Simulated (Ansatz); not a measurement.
## Al and In on the sites of zinc blende: ordering energies of Al3InAs4

The calculation used Ansatz, DFT PBE, scalar-relativistic, plane waves, PAW. Settings: cutoff 420 eV, Γ-centred meshes spaced at most about 0.3 Å⁻¹ (2π included), Gaussian smearing. No spin polarisation.

Temperature and zero-point effects are left out. Each row is a relaxed arrangement of Al and In on shared sites of the zinc blende type. The column n gives the unlike atoms among the 12 nearest shared sites, averaged over those sites; energies count from the lowest row.

```
row      space group    source  atoms  n (of 12)  V (Å³/atom)  gap on mesh (eV)  ΔE (meV/atom)
  1  P-4m2 (No. 115)  invented      8       4.00        24.87              1.03            7.4
  2    Pmm2 (No. 25)  invented      8       5.00        24.84              1.03              ?
  3  I-42m (No. 121)  invented      8       6.00        24.82              1.15            0.0
  4  P-43m (No. 215)  invented      8       6.00        24.84              1.16            6.4
```

The cell of row 2:

```cif
data_structure
_symmetry_space_group_name_H-M 'Pmm2'
_symmetry_Int_Tables_number 25
_cell_length_a 4.1236
_cell_length_b 8.2546
_cell_length_c 5.8374
_cell_angle_alpha 90.000
_cell_angle_beta 90.000
_cell_angle_gamma 90.000
_cell_volume 198.70
loop_
_atom_site_label
_atom_site_type_symbol
_atom_site_symmetry_multiplicity
_atom_site_Wyckoff_symbol
_atom_site_fract_x
_atom_site_fract_y
_atom_site_fract_z
_atom_site_occupancy
Al1 Al 2 g 0.00000 0.74218 0.00009 1
Al2 Al 1 d 0.50000 0.50000 0.50101 1
In1 In 1 c 0.50000 0.00000 0.50023 1
As1 As 2 h 0.50000 0.73645 0.76078 1
As2 As 1 a 0.00000 0.00000 0.21901 1
As3 As 1 b 0.00000 0.50000 0.25802 1
```

**Question.** Estimate the missing energy, and say where the row ranks.

**Answer.** 4.1 meV/atom, above row 3 and below row 4. The count n alone doesn't order these rows. Rows 3 and 4 share n and still differ by 6.4 meV/atom, so farther pairs, strain or a change of electronic state count too. Row 2: Al on a site of symmetry m is surrounded by 4 As at 2.48–2.50 Å; Al on a site of symmetry mm2 has 4 As at 2.47–2.50 Å; In has 4 As at 2.64–2.65 Å; As on a site of symmetry m has 3 Al at 2.47–2.49 Å and 1 In at 2.65 Å; 2 more sites not described.

Kohn–Sham gaps at this level usually fall short of measured ones. Only small cells were tried; in real samples the shared sites are often disordered. Some candidate types were left out of the draw beforehand, so a known form may be missing.
